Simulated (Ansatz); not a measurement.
BaN$_{2}$ in space group C2/c (No. 15; Ba on 4e, N on 8f), r²SCAN (plane waves, PAW; program Ansatz), all energies at zero smearing, with the estimated change up to a 700 eV cutoff added, with one set of potentials and settings (totals compare only within such a set). Cell of 6 atoms (2 Ba, 4 N): -13472.156 eV.

```json
[
 {"element": "Ba", "reference phase": "Im-3m, 1 atoms in the cell", "E (eV/atom)": "-5964.4614"},
 {"element": "N", "reference phase": "Pa-3, 8 atoms in the cell", "E (eV/atom)": "-384.8315"}
]
```

Formation energy per atom, worked out: (-13472.156 − 2×(-5964.4614) − 4×(-384.8315))/6 = -0.651 eV/atom (-63 kJ per mol of atoms), at 0 K, without zero-point energy or fitted corrections.

The first step of the workflow began from a Materials Project structure, measured or hypothetical; the Crystallography Open Database copy checked does not list it. Whether it is the stable phase at ambient conditions was not checked. The cell was relaxed with r²SCAN under the symmetry of its start; whether a distortion lowers the energy is not shown. The references are the lowest solids computed at this level, not always the standard phases (solids in place of the gases). Spin–orbit coupling is left out wherever it is not named.

Potentials: the later of the program's two PAW sets.
